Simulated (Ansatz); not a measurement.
The cell below belongs to a search over invented structures; it isn't taken from experiment.

Input and command of a plane-wave DFT calculation in Ansatz:

```yaml
crystal:
  lattice:
    - [6.2631794545, 0.0, 0.0]
    - [0.0, 5.4134028893, 0.0]
    - [0.0, 0.0, 4.7809191719]
  atoms:
    - { symbol: Sc, position: [0.0, 0.8366021764, 0.9855516472] }
    - { symbol: Sc, position: [0.5, 0.1633978236, 0.4855516472] }
    - { symbol: Al, position: [0.0, 0.1776991753, 0.5018515875] }
    - { symbol: Al, position: [0.5, 0.8223008247, 0.0018515875] }
    - { symbol: Al, position: [0.2508226983, 0.3371873705, 0.0009181562] }
    - { symbol: Al, position: [0.7508226983, 0.6628126295, 0.5009181562] }
    - { symbol: Al, position: [0.2491773017, 0.6628126295, 0.5009181562] }
    - { symbol: Al, position: [0.7491773017, 0.3371873705, 0.0009181562] }
    - { symbol: "N", position: [0.0, 0.1966821566, 0.8853612447] }
    - { symbol: "N", position: [0.0, 0.8414300289, 0.4229017157] }
    - { symbol: "N", position: [0.2336607642, 0.3439758322, 0.3837487461] }
    - { symbol: "N", position: [0.7663392358, 0.3439758322, 0.3837487461] }
    - { symbol: "N", position: [0.5, 0.8033178434, 0.3853612447] }
    - { symbol: "N", position: [0.5, 0.1585699711, 0.9229017157] }
    - { symbol: "N", position: [0.7336607642, 0.6560241678, 0.8837487461] }
    - { symbol: "N", position: [0.2663392358, 0.6560241678, 0.8837487461] }
basis:
  ecutwfc: 420
kpoints:
  mp_grid: { grid: [4, 4, 6] }
hamiltonian:
  xc: pbe
scf:
  occupations: { method: gaussian, width: 0.02 }
output:
  forces: true
  stress: true
  eigenvalues: true
relax:
  adjacent_minimum: "off"
  f_tol: 0.01
  max_steps: 30
  cell: { stress_tol: 0.1, fix: [volume] }
```

```bash
ansatz run input.yaml --threads 1 --pin off --max-ram 2560MiB --backend cpu --events-out ev --progress --plain --runs-dir out
```

Processor: Intel(R) Xeon(R) 6975P-C (Granite Rapids), 1 thread, on a host shared with other jobs.

Q: Estimate time, memory and problem size.

A: About 92 s, peak memory 0.57 GiB. It solves 56 bands at 36 k points (after reduction by symmetry) with about 3145 plane waves, in 36 SCF iterations over 6 ionic steps.
